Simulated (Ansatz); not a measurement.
Consider the following.

GeW:
```
GeW
1.0
    3.19184     0.00000     0.00000
   -1.59592     2.76421     0.00000
    0.00000     0.00000     7.29322
W Ge
2 2
Direct
  0.00000   0.00000   0.00000
  0.00000   0.00000   0.50000
  0.33333   0.66667   0.25000
  0.66667   0.33333   0.75000
```

This is the PBE-relaxed structure.

**Question.** All from PBE (plane waves, PAW; program Ansatz), unless another level is named. Predict the electronic character.

**Answer.** metallic (no gap).

**Question.** And the density of states at the Fermi level?

**Answer.** 0.42 states/eV per atom (mean over ±0.08 eV).

**Question.** Next, the formation energy from the elements (no fitted shifts)?

**Answer.** 0.24 eV/atom.

Space group P6_3/mmc (NiAs type). The cell is a constructed one: a structure type filled with these elements; neither database checked (COD, Materials Project) lists it. Its standing as an ambient phase is unchecked. The PBE relaxation kept the symmetry of its start; its stability against distortions is not shown here. No spin polarisation was allowed. The references are the lowest solids computed at this level, not always the standard phases. Spin–orbit coupling is left out wherever it is not named.

Potentials: the later of the program's two PAW sets.
